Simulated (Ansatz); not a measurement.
KF (CsCl type, space group No. 221), a = b = c = 3.179 Å, α = β = γ = 90.00°.

Relaxed with r²SCAN.

Problem. Give the optical modes at the zone centre with their infrared and Raman activity from DFPT, r²SCAN (plane waves, PAW; program Ansatz).

Solution. Transverse frequencies, without the LO–TO term; a row sums one degenerate level.

```
ω (cm⁻¹)  degeneracy  IR ((D/Å)²/amu)  Raman (Å⁴/amu)  activity  symmetry
--------  ----------  ---------------  --------------  --------  --------
164                3             7.40               0        IR       T1u
```

Problem. How high does the top mode go among those that the LO–TO term moves?

Solution. 323 cm⁻¹ for q along x.

Space group Pm-3m (CsCl type). The workflow started from a Materials Project entry (that database holds measured and hypothetical structures alike); the Crystallography Open Database copy checked does not list it. It is not the phase usual at ambient conditions (space group No. 225). Symmetry was held in the r²SCAN relaxation; phonons on a q-mesh show no instability.

Potentials: the later of the program's two PAW sets.
